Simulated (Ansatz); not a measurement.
TaAg:
```
TaAg
1.0
    2.80497     0.00000     0.00000
    0.00000     2.80497     0.00000
    0.00000     0.00000     4.29188
Ag Ta
1 1
Direct
  0.00000   0.00000   0.00000
  0.50000   0.50000   0.50000
```

Relaxed with PBEsol. Special points in fractions of this cell's reciprocal vectors: Γ (0.000, 0.000, 0.000); X (0.000, 0.500, 0.000); M (0.500, 0.500, 0.000); Z (0.000, 0.000, 0.500); R (0.000, 0.500, 0.500); A (0.500, 0.500, 0.500).

Problem. List the band energies nearest the Fermi level at these points for PBEsol (plane waves, PAW; program Ansatz).

Solution. In eV from the Fermi level; about four levels below and three above (degenerate sets whole), none deeper than 8.9 eV; points with the same levels are listed once.

| k | below | above |
|---|---|---|
| Γ | -4.77 -4.77 -3.96 -2.10 -1.48 | 0.97 3.74 3.74 |
| X | -4.20 -2.50 -1.51 -0.31 | 1.90 3.62 7.80 |
| M | -6.46 -6.46 -6.20 -3.17 -1.72 | 1.31 1.31 2.29 2.29 |
| Z | -4.58 -4.58 -3.94 -2.46 -0.31 | 2.65 2.65 5.33 |
| R | -4.62 -1.78 -1.70 -0.71 | 0.25 2.44 2.69 |
| A | -3.88 -3.17 -2.07 -2.07 | 1.96 6.19 7.72 |

Space group P4/mmm (L1₀ or tetragonal B2). The start of the workflow was typed in or built on a structure type; neither database checked (COD, Materials Project) lists it. Whether it is the stable phase at ambient conditions was not checked. The cell was relaxed with PBEsol under the symmetry of its start; whether a distortion lowers the energy is not shown. The run is not spin-polarised. Its formation energy is positive at this level, so the cell may be metastable or incomplete. Spin–orbit coupling is left out wherever it is not named.

Potentials: the later of the program's two PAW sets.
